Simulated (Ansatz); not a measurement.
Here is the system:

Si$_{2}$Ni:
```cif
data_NiSi2
_chemical_formula_sum 'Si2 Ni1'
_space_group_name_H-M_alt 'P 1'
_space_group_IT_number 1
_cell_length_a 3.78193
_cell_length_b 3.78193
_cell_length_c 3.78193
_cell_angle_alpha 60.000
_cell_angle_beta 60.000
_cell_angle_gamma 60.000
loop_
_space_group_symop_operation_xyz
  'x, y, z'
loop_
_atom_site_label
_atom_site_type_symbol
_atom_site_fract_x
_atom_site_fract_y
_atom_site_fract_z
_atom_site_occupancy
Si1 Si 0.25000 0.25000 0.25000 1
Si2 Si 0.75000 0.75000 0.75000 1
Ni1 Ni 0.00000 0.00000 0.00000 1
```

This is the LDA-relaxed structure.

**Question.** All from plane-wave PAW LDA (Ansatz code), unless another level is named. Predict the Debye temperature from the elastic constants.

**Answer.** 479 K.

**Question.** Predict the elastic constants (relaxed ions, GPa).

**Answer.** C11 = 208, C12 = 147, C44 = 83.9.

**Question.** And the highest zone-centre frequency?

**Answer.** 333 cm⁻¹.

Space group Fm-3m (fluorite or antifluorite type). The LDA relaxation kept the symmetry of its start; of distortions, only those at the zone centre were tested. The run is not spin-polarised. As this level gives no gap, shear constants depend on the k-mesh and smearing (Fermi–Dirac, 0.1 eV here). As this level gives no gap, phonon frequencies hold no LO–TO term and depend on the k-mesh and smearing (Fermi–Dirac, 0.1 eV here).

Potentials: the later of the program's two PAW sets.
